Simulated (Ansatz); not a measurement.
Consider the following.

TiC:
```cif
data_CTi
_chemical_formula_sum 'C1 Ti1'
_space_group_name_H-M_alt 'P 1'
_space_group_IT_number 1
_cell_length_a 3.06026
_cell_length_b 3.06026
_cell_length_c 3.06026
_cell_angle_alpha 60.000
_cell_angle_beta 60.000
_cell_angle_gamma 60.000
loop_
_space_group_symop_operation_xyz
  'x, y, z'
loop_
_atom_site_label
_atom_site_type_symbol
_atom_site_fract_x
_atom_site_fract_y
_atom_site_fract_z
_atom_site_occupancy
C1 C 0.00000 0.00000 0.00000 1
Ti1 Ti 0.50000 0.50000 0.50000 1
```

This is the r²SCAN-relaxed structure.

Problem. All from r²SCAN (plane waves, PAW; program Ansatz), unless another level is named. Give the electronic character.

Solution. metallic (no gap).

Problem. Give the density of states at the Fermi level.

Solution. 0.12 states/eV per atom (mean over ±0.08 eV).

Problem. And the formation energy from the elements (no fitted shifts)?

Solution. -0.98 eV/atom.

Space group Fm-3m (rock salt). Symmetry was held in the r²SCAN relaxation; of distortions, only those at the zone centre were tested. The run is not spin-polarised. The references are the lowest solids computed at this level, not always the standard phases.

Potentials: the later of the program's two PAW sets.
